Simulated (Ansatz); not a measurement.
Relaxed Sb (A7 type, space group R-3m):

```
Sb
1.0
    2.16397     1.24937     3.78144
   -2.16397     1.24937     3.78144
    0.00000    -2.49874     3.78144
Sb
2
Cartesian
  0.00000   0.00000   2.64594
  0.00000   0.00000   8.69839
```

In each cell atom 1 (Sb, nearest neighbour Sb at 2.920 Å; its periodic images, 4.3 Å or more away, move with it) moves by s·(0.577, 0.577, 0.577) (along Cartesian [111]), the rest being held.

Method: r2SCAN+rVV10 (plane waves to 500 eV, PAW, scalar-relativistic; Ansatz, an electronic-structure program). k mesh 11×11×11 (Γ-centred), Fermi-Dirac smearing 0.05 eV. With partly filled bands, energies and forces of such displacements shift with the k mesh and the smearing. F∥ is the force on the atom along that direction. Sb was relaxed with its symmetry unable to fall. Spin-orbit coupling is left out, though Sb is heavy. 

```json
[
 {"s (Å)": "-0.580", "F∥ (eV/Å)": "4.201"},
 {"s (Å)": "-0.464", "F∥ (eV/Å)": "3.101"},
 {"s (Å)": "-0.348", "F∥ (eV/Å)": "2.077"},
 {"s (Å)": "-0.232", "F∥ (eV/Å)": "1.193"},
 {"s (Å)": "-0.116", "F∥ (eV/Å)": "0.497"},
 {"s (Å)": "0.000", "F∥ (eV/Å)": "-0.005"},
 {"s (Å)": "0.116", "F∥ (eV/Å)": "-0.277"},
 {"s (Å)": "0.232", "F∥ (eV/Å)": "-0.309"},
 {"s (Å)": "0.348", "F∥ (eV/Å)": "-0.215"},
 {"s (Å)": "0.464", "F∥ (eV/Å)": "-0.288"},
 {"s (Å)": "0.580", "F∥ (eV/Å)": "-0.582"}
]
```

Problem. What is the force constant k = d²E/ds² of this move at s = 0?

Solution. 3.37 eV/Å². The forces along the line at the two nearest points give (0.497 − (-0.277)) / (2·0.116) = 3.34 eV/Å²; the next pair corrects for the finite step.

(A displaced cell: forces are minus the slopes of the energy, force constants its curvatures, and phonons follow from these.)
